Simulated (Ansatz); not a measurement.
## AlN (wurtzite): scan of one atom of the cell

Relaxed AlN (wurtzite):

```xyz
4
Lattice="3.1138 0.0000 0.0000 -1.5569 2.6966 0.0000 0.0000 0.0000 4.9836" Properties=species:S:1:pos:R:3 pbc="T T T"
Al     0.0000     1.7978     4.9657
Al     1.5569     0.8989     2.4739
N      0.0000     1.7978     1.8857
N      1.5569     0.8989     4.3775
```

In each cell atom 2 (Al, nearest neighbour N at 1.892 Å; its periodic images, 3.1 Å or more away, move with it) moves by s·(0.577, 0.577, 0.577) (along Cartesian [111]), the rest being held.

Computed with PBEsol (plane waves to 420 eV, PAW, scalar-relativistic; Ansatz, a program for electronic structure). k mesh 10×10×6 (Γ-centred), Fermi-Dirac smearing 0.05 eV. The energy includes the smearing's −TS. Compression counts positive. F∥ is the force on the atom along that direction. F⊥ is the part of the force across the line. AlN was relaxed with its symmetry unable to fall. ΔE is measured from the undisplaced structure.

```
s (Å)   ΔE (meV/cell)  |F⊥| (eV/Å)  F∥ (eV/Å)  P (GPa)
------  -------------  -----------  ---------  -------
-0.380           1229        2.676      6.389      9.1
-0.304            790        1.605      5.155      5.8
-0.228            446        0.878      3.893      3.2
-0.152            199        0.431      2.610      1.4
-0.076             50        0.180      1.310      0.3
0.000               0        0.000      0.000      0.0
0.076              50        0.220     -1.312      0.4
0.152             199        0.521     -2.613      1.6
0.228             446        0.903     -3.884      3.5
0.304             788        1.356     -5.101      6.0
0.380            1220        1.870     -6.235      9.0
```

What the scan shows:

The energy at s = 0.380 Å comes out as 1220 meV/cell. The force along the line at s = -0.380 Å is 6.39 eV/Å and the force constant k = d²E/ds² at s = 0 (finite differences) is 17.3 eV/Å². Shape of the curve: a single well with its minimum at or next to zero displacement. Harmonic estimate at the end of the scan: ½ks² = 1247 meV/cell against the computed 1220 meV/cell, so the well is close to harmonic there.

(A displaced cell: forces are minus the slopes of the energy, force constants its curvatures, and phonons follow from these.)
